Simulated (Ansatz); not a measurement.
All numbers below come from DFT PBE, scalar-relativistic, plane waves, PAW in Ansatz. Settings: cutoff 420 eV, Γ-centred meshes spaced at most about 0.3 Å⁻¹ (2π included), Gaussian smearing. No spin polarisation in the final relaxations.

These are static total energies at zero pressure.

Two forms of BeSeO₄ were relaxed alike.

A.

```
Be Se O
1.0
     4.85143    0.00000    0.00000
    -2.34905    4.24697    0.00000
    -0.19403   -0.37336    8.11570
Be Se O
2 2 8
Direct
  0.62918 0.29473 0.07762
  0.37175 0.71169 0.57882
  0.70422 0.37267 0.45317
  0.29172 0.62418 0.95037
  0.74232 0.25993 0.26420
  0.31966 0.97159 0.00181
  0.52350 0.56671 0.08291
  0.91488 0.35263 0.95450
  0.03545 0.68830 0.52307
  0.42204 0.47336 0.44980
  0.63844 0.08529 0.57875
  0.40685 0.59893 0.76275
```

B.

```
Be Se O
1.0
     5.31866    0.00000    0.00000
    -2.65933    4.60610    0.00000
     0.00000    0.00000    8.68022
Be Se O
2 2 8
Direct
  0.66667 0.33333 0.07751
  0.33333 0.66667 0.57751
  0.66667 0.33333 0.45245
  0.33333 0.66667 0.95245
  0.66667 0.33333 0.26429
  0.50057 0.00114 0.01488
  0.50057 0.49943 0.01488
  0.99886 0.49943 0.01488
  0.00114 0.50057 0.51488
  0.49943 0.50057 0.51488
  0.49943 0.99886 0.51488
  0.33333 0.66667 0.76429
```

Question: Which would you expect to be lower, and how large is the difference?

Answer: A is lower, by 115 meV/atom. A has space group P1 (No. 1), 13.9 Å³/atom and a gap of 3.95 eV on its mesh; B has space group P6_3mc (No. 186), 17.7 Å³/atom and a gap of 3.50 eV. The denser one is the lower, and pressure would at first widen the difference. In A, around Be on its first site lie 4 O at 1.63–1.65 Å; Se on its first site has 4 O at 1.66–1.67 Å; around O on its first site lie 1 Be at 1.64 Å and 1 Se at 1.66 Å; 9 more sites not described. In B, Be has 4 O at 1.62 Å; Se has 4 O at 1.63 Å; O on a site of symmetry 3m is surrounded by 1 Be at 1.62 Å and 1 Se at 1.63 Å; 1 more site not described. Both come from invented guesses.

Kohn–Sham gaps at this level usually fall short of measured ones. Cells relaxed within their symmetry can be saddle points. The P1 cell of BeSeO4 came from shaking the P6_3mc one.
